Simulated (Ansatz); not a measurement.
Values for one crystal, relaxed and computed with plane-wave PAW r²SCAN (Ansatz code); other levels are named.

| Property | Value |
|---|---|
| Volume per atom | 14.41 Å³ |
| Electronic character | metallic (no gap) |
| Formation energy from the elements (no fitted shifts) | -0.46 eV/atom |
| Pressure derivative B′ | 4.4 |
| Gap with spin–orbit coupling | none (metallic) |
| Density of states at the Fermi level | 0.32 states/eV per atom (mean over ±0.08 eV) |
| Bulk modulus (Birch–Murnaghan fit) | 194 GPa |

Which of these materials gives this?
A) CeSi3Os, I4mm (Ce on 2a, Si on 2a, Si on 4b, Os on 2a)
B) YSe, rock salt
C) Ta2H, C222 (Ta on 4k, H on 2a)
D) TaSi2, P6_422 (Ta on 3c, Si on 6i)

D, TaSi2, P6_422 (Ta on 3c, Si on 6i)

The workflow started from a Materials Project entry (that database holds measured and hypothetical structures alike); the Crystallography Open Database files this formula in space group No. 181, but the cells were not matched. Whether it is the stable phase at ambient conditions was not checked. The r²SCAN relaxation kept the symmetry of its start; whether a distortion lowers the energy is not shown. The run is not spin-polarised. The references are the lowest solids computed at this level, not always the standard phases. Spin–orbit coupling is left out wherever it is not named.

Potentials: the later of the program's two PAW sets.
